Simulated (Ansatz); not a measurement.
## Property card for Zr2B

Zr2B:
```yaml
crystal:
  lattice:
    - [1.72998, 0.99881, 5.44881]
    - [-1.72998, 0.99881, 5.44881]
    - [0.00000, -1.99761, 5.44881]
  atoms:
    - { symbol: Zr, position: [0.74675, 0.74675, 0.74675] }
    - { symbol: Zr, position: [0.25325, 0.25325, 0.25325] }
    - { symbol: B, position: [0.00000, 0.00000, 0.00000] }
```

Space group R-3m (No. 166); conventional cell a = b = 3.460 Å, c = 16.346 Å, α = β = 90.00°, γ = 120.00°.

Method: plane-wave PAW r²SCAN (Ansatz code). Geometry: relaxed at this level of theory. Other levels are named where they apply.

**Cell and energy**

Volume per atom: 18.83 Å³
Density: 5.68 g/cm³
Formation energy from the elements (no fitted shifts): -0.36 eV/atom

**Electronic structure**

- Electronic character = metallic (no gap)
- Density of states at the Fermi level = 1.1 states/eV per atom (mean over ±0.08 eV)
- Gap with spin–orbit coupling = none (metallic)

**Mechanics**

Bulk modulus (Birch–Murnaghan fit): 96.2 GPa
Pressure derivative B′: 3.5

**Charges**

- Bader charges: Zr +1.14, B -2.27 e

The start of the workflow was typed in or built on a structure type; neither database checked (COD, Materials Project) lists it. Its standing as an ambient phase is unchecked. Symmetry was held in the r²SCAN relaxation; whether a distortion lowers the energy is not shown. No spin polarisation was allowed. The volume moved by -17 % from the start of the relaxation. The references are the lowest solids computed at this level, not always the standard phases. Spin–orbit coupling is left out wherever it is not named.

Potentials: the earlier of the program's two PAW sets. The files were generated under PBE; for other functionals the program regenerates the frozen cores, and for LDA and PBEsol the local potential too.
